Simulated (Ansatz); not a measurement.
Li (bcc (W type), Im-3m) at seven volumes, plane-wave PAW r²SCAN (Ansatz code), scaled uniformly. One row is withheld.

```json
[
 {"V (Å³/atom)": "19.110", "P (GPa)": "1.44"},
 {"V (Å³/atom)": "19.740", "P (GPa)": "0.90"},
 {"V (Å³/atom)": "20.370", "P (GPa)": "0.42"},
 {"V (Å³/atom)": "21.000", "P (GPa)": "0.00"},
 {"V (Å³/atom)": "21.630", "P (GPa)": "-0.37"},
 {"V (Å³/atom)": "22.260", "P (GPa)": "?"},
 {"V (Å³/atom)": "22.890", "P (GPa)": "-0.98"}
]
```

Task: Fit the shown pressures and predict the withheld one.

Result: P = (3/2)B₀(x^(7/2) − x^(5/2))[1 + (3/4)(B′ − 4)(x − 1)] with x = (V₀/V)^(2/3). Least squares on the six rows gives V₀ = 21.001 Å³/atom, B₀ = 13.1 GPa, B′ = 3.26. At V = 22.260, x = 0.9619 and P = -0.69 GPa. The run itself gave -0.69 GPa.

The r²SCAN relaxation kept the symmetry of its start.

Potentials: the earlier of the program's two PAW sets.
